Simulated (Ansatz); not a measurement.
## Data sheet: N (DFT)

N:
```yaml
crystal:
  lattice:
    - [3.82971, 0.00000, 0.00000]
    - [-1.91485, 3.31662, 0.00000]
    - [0.00000, 0.00000, 8.16163]
  atoms:
    - { symbol: N, position: [0.33333, 0.66667, 0.31699] }
    - { symbol: N, position: [0.66667, 0.33333, 0.68301] }
    - { symbol: N, position: [0.66667, 0.33333, 0.81699] }
    - { symbol: N, position: [0.33333, 0.66667, 0.18301] }
```

Space group P6_3/mmc (No. 194); conventional cell a = 3.8297 Å, b = 3.8297 Å, c = 8.1616 Å, α = 90.00°, β = 90.00°, γ = 120.00°.

Method: plane-wave PAW r²SCAN (Ansatz code). Structure relaxed to zero pressure with the same functional. Other levels are named where they apply.

Cell and energy:

| Quantity | Result |
|---|---|
| Volume per atom | 25.92 Å³ |
| Density | 0.90 g/cm³ |

Electronic structure:

| Item | Result |
|---|---|
| Band gap | 8.16 eV (smallest direct gap 8.18 eV) |
| Valence-band maximum | on the K–Γ line, 48 % of the way from K |
| Conduction-band minimum | at M (3 equivalent valleys) |

Mechanics:

| Property | Result |
|---|---|
| Bulk modulus (Birch–Murnaghan fit) | 0.8 GPa |
| Pressure derivative B′ | 9.9 |
| Elastic constants (relaxed ions, GPa) | C11 = 1.7, C12 = 0.5, C13 = 0.3, C33 = 1.6, C44 = -4.5 |
| Mechanical stability | unstable (C has a negative eigenvalue) |

The first step of the workflow began from a Materials Project structure, measured or hypothetical; the Crystallography Open Database copy checked does not list it. It is not the usual solid phase (space group No. 205). The cell was relaxed with r²SCAN under the symmetry of its start. The substance is a gas or liquid at ambient conditions. A crystal of weakly bound molecules computed without a dispersion correction: the cell and the soft elastic constants depend strongly on that.

Potentials: the later of the program's two PAW sets.
